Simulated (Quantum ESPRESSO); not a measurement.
# Moving one atom in AlCu3PdTa3

Calculated results; nothing here was measured. They come from Quantum ESPRESSO 7.5, a public plane-wave density functional program. Each row is one single-point run on a made-up periodic cell of eight metal atoms, with elements, volume, strain and displacements drawn at random and not relaxed, so a cell may be unstable or far from any real phase. There is no spin polarisation or spin-orbit coupling.

Settings: PBE unless stated; PseudoDojo standard norm-conserving files; Fermi-Dirac width 0.25 eV, which means electrons at about 2900 K; cutoff 1252 eV; 9 x 5 x 3 k mesh shifted half a step off Gamma. E is the free energy of the whole cell (internal energy minus TS), so a -TS column is already part of it. Stress is positive in tension, and the pressure P is minus a third of its trace.

Checks: one run of this series was repeated at a higher cutoff and on a denser mesh, which moved values by no more than 0.006 eV, 0.20 GPa and 0.016 eV/Å, and a second program with other atomic files agreed on it to 2 % rms in force and 0.5 GPa in pressure. Known limits: the copper pseudopotential is less sure than most, with forces differing by about three percent and pressure by about two GPa from a second method on plain copper; heavy elements are run without spin-orbit coupling, which real alloys of them have; a spin test at this wide smearing found no moment, but such smearing suppresses magnetism that the real alloy may have.

The lattice is hexagonal close-packed, and the cell vectors in Å are (-2.749, -0.003, 0.007); (0.005, 4.656, 0.001); (1.395, -2.328, -8.881), a volume of 113.63 Å³. The elements on sites 1 to 8 are Ta Cu Cu Ta Pd Al Ta Cu. The runs move the Ta atom on site 7 by u along z from its drawn, already displaced place and keep all else fixed. Forces are on that atom, and E is counted from run 4.

| run | u (Å) | Fx (eV/Å) | Fy (eV/Å) | Fz (eV/Å) | P (GPa) | E (meV) |
|---|---|---|---|---|---|---|
| 1 | -0.1289 | -0.345 | -0.068 | 2.351 | 21.73 | 180.3 |
| 2 | -0.1104 | -0.337 | -0.124 | 2.058 | 21.52 | 139.5 |
| 3 | -0.0790 | -0.324 | -0.211 | 1.573 | 21.19 | 82.5 |
| 4 | 0.0185 | -0.284 | -0.425 | 0.129 | 20.56 | 0.0 |
| 5 | 0.0566 | -0.272 | -0.491 | -0.430 | 20.46 | 5.7 |
| 6 | 0.0949 | ? | ? | ? | ? | ? |
| 7 | 0.1371 | -0.252 | -0.610 | -1.646 | 20.54 | 88.9 |

## Worked fit

A parabola through the runs shown gives Fz = 0.405 - 14.97 u + 0.3 u² eV/Å, with an error of 0.06 on the linear term and a scatter of 0.014 eV/Å. Minus its integral from run 1 to run 7 is -92 meV, and the table's energies differ by -91 meV.

## Withheld run

Question: what Fz should run 6 give?

The fit gives -1.013 ± 0.016 eV/Å. The calculation gave -1.001 eV/Å.
